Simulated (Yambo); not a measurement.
A G0W0@PBEsol run in Yambo for AgNO₃ (space group R3c, No. 161) (2×2×2 Γ-centred k mesh, bands 9 to 199 and a 7 Ry block in the screening, 199 bands in G with the Bruneval-Gonze terminator, plasmon pole fitted at 27.2 eV) gives these matrix elements, in eV, at the band edges (F → Γ):

| state | E0 | <Vxc> | <Σx> | <Σc(E0)> | Z |
|---|---|---|---|---|---|
| valence edge | 0.000 | -22.637 | -28.606 | 4.791 | 0.793 |
| conduction edge | 1.784 | -17.554 | -13.304 | -2.478 | 0.804 |

Problem. Solve the linearised quasiparticle equation for both states, give the gap, and say how exchange and correlation each act on it.

Solution. E = E0 + Z(Σx + Σc − Vxc). Valence: 0.000 + 0.793 × (-28.606 + (4.791) − (-22.637)) = -0.93 eV. Conduction: 1.784 + 0.804 × (-13.304 + (-2.478) − (-17.554)) = 3.21 eV. The gap is 4.14 eV, against 1.78 eV in PBEsol. Replacing Vxc by bare exchange alone would open it by 10.22 eV; correlation takes back 7.27 eV of that, and Z scales what is left. Nearest settings tried, and what they do to the gap: 136 bands in W, 136 bands in G: +42 meV; 6 Ry block (219 vectors against 261): +15 meV. Not varied: mesh. So the settings aren't converged at that level. The k mesh is coarse. The mesh misses a band edge: along a dense path the PBEsol gap is 1.72 eV against 1.78 eV on the mesh. Spin-orbit splittings are left out.

Geometry of the Materials Project entry, not relaxed at this level; primitive cell a = b = c = 6.2017 Å, α = β = γ = 49.09°.

The structure is a Materials Project entry; no match was found in the copy of COD used, and its stability was not checked.
